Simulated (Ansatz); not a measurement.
Sr: computed property card

Sr:
```
CELL_PARAMETERS angstrom
     -2.33493     2.33493     2.33493
      2.33493    -2.33493     2.33493
      2.33493     2.33493    -2.33493
ATOMIC_POSITIONS crystal
  Sr 0.00000 0.00000 0.00000
```

Space group Im-3m (No. 229), bcc (W type); conventional cell a = 4.670 Å, b = 4.670 Å, c = 4.670 Å, α = 90.00°, β = 90.00°, γ = 90.00°.

Method: DFT-PBEsol in the program Ansatz with PAW potentials. The cell and atoms are relaxed at this level. Other levels are named where they apply.

**Cell and energy**

```json
{
  "volume_per_atom": "50.92 Å³",
  "density": "2.86 g/cm³"
}
```

**Electronic structure**

```json
{
  "electronic_character": "metallic (no gap)",
  "Density of states at the Fermi level": "0.88 states/eV per atom (mean over ±0.08 eV)",
  "Gap with spin–orbit coupling": "none (metallic)"
}
```

**Mechanics**

```json
{
 "Bulk modulus (Birch–Murnaghan fit)": "12.6 GPa",
 "Pressure derivative B′": "3.5",
 "Elastic constants (relaxed ions, GPa)": "C11 = 14.6, C12 = 11.3, C44 = 14.6",
 "mechanical_stability": "stable (all eigenvalues of C positive)",
 "hill_bulk_and_shear_moduli": "12.4 and 6.4 GPa",
 "Young's modulus": "16.4 GPa",
 "Poisson's ratio": "0.28",
 "debye_temperature_from_the_elastic_constants": "134 K"
}
```

This is a known high-temperature phase of the composition, computed here at zero pressure and temperature. The PBEsol relaxation kept the symmetry of its start; whether a distortion lowers the energy is not shown. As this level gives no gap, shear constants depend on the k-mesh and smearing (Fermi–Dirac, 0.1 eV here). Scalar-relativistic: spin–orbit coupling is off unless named, which matters more the heavier the elements.

Potentials: the earlier of the program's two PAW sets.
